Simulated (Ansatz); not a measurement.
Input:

ScPt:
Space group Pm-3m (No. 221); a = b = c = 3.2856 Å, α = β = γ = 90.00°

| atom | site | symmetry | x | y | z |
|---|---|---|---|---|---|
| Sc | 1b | m-3m | 0.5000 | 0.5000 | 0.5000 |
| Pt | 1a | m-3m | 0.0000 | 0.0000 | 0.0000 |

This is the r²SCAN-relaxed structure.

**Question.** All from r²SCAN in the plane-wave PAW code Ansatz, unless another level is named. Give the density of states at the Fermi level.

**Answer.** 0.57 states/eV per atom (mean over ±0.08 eV).

**Question.** Predict the formation energy from the elements (no fitted shifts).

**Answer.** -128 kJ/mol of atoms.

The first step of the workflow began from a Materials Project structure, measured or hypothetical; the Crystallography Open Database files this formula in space group No. 221, but the cells were not matched. Its standing as an ambient phase is unchecked. Symmetry was held in the r²SCAN relaxation; whether a distortion lowers the energy is not shown. The run is not spin-polarised. The references are the lowest solids computed at this level, not always the standard phases. Scalar-relativistic: spin–orbit coupling is off unless named, which matters more the heavier the elements.

Potentials: the later of the program's two PAW sets.
